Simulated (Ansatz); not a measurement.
GeW (rock salt, Fm-3m), the program Ansatz at the r²SCAN level (PAW), all energies at zero smearing, with the estimated change up to a 700 eV cutoff added, with one set of potentials and settings (totals compare only within such a set). Cell of 2 atoms (1 Ge, 1 W): -14698.326 eV.

| element | reference phase | E (eV/atom) |
|---|---|---|
| Ge | Fd-3m, 2 atoms in the cell | -4302.9041 |
| W | Im-3m, 1 atoms in the cell | -10397.2967 |

Formation energy per atom, worked out: (-14698.326 − 1×(-4302.9041) − 1×(-10397.2967))/2 = 0.937 eV/atom (90 kJ per mol of atoms), at 0 K, without zero-point energy or fitted corrections.

The cell is a constructed one: a structure type filled with these elements; neither database checked (COD, Materials Project) lists it. Its standing as an ambient phase is unchecked. The cell was relaxed with r²SCAN under the symmetry of its start. At this level the phase is mechanically unstable. No spin polarisation was allowed. The references are the lowest solids computed at this level, not always the standard phases. Spin–orbit coupling is left out wherever it is not named.

Potentials: the later of the program's two PAW sets.
